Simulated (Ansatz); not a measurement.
V$_{2}$O$_{3}$ (corundum, R-3c), PBEsol (plane waves, PAW; program Ansatz), all energies at zero smearing, with the estimated change up to a 700 eV cutoff added, with one set of potentials and settings (totals compare only within such a set). Cell of 10 atoms (4 V, 6 O): -14914.564 eV.

```
element                            reference phase  E (eV/atom)
-------  -----------------------------------------  -----------
V                       Im-3m, 1 atoms in the cell   -2885.2930
O        C2/m, 4 atoms in the cell, spin-polarised    -558.3554
```

Formation energy per atom, worked out: (-14914.564 − 4×(-2885.2930) − 6×(-558.3554))/10 = -2.326 eV/atom (-224 kJ per mol of atoms), at 0 K, without zero-point energy or fitted corrections.

Symmetry was held in the PBEsol relaxation. The final state is ferromagnetic, chosen from 5 collinear starts compared on coarse meshes (ties went to the first, and starts can fall back to one state), not a proven ground state. No Hubbard U is applied. The references are the lowest solids computed at this level, not always the standard phases (solids in place of the gases).

Potentials: the later of the program's two PAW sets.
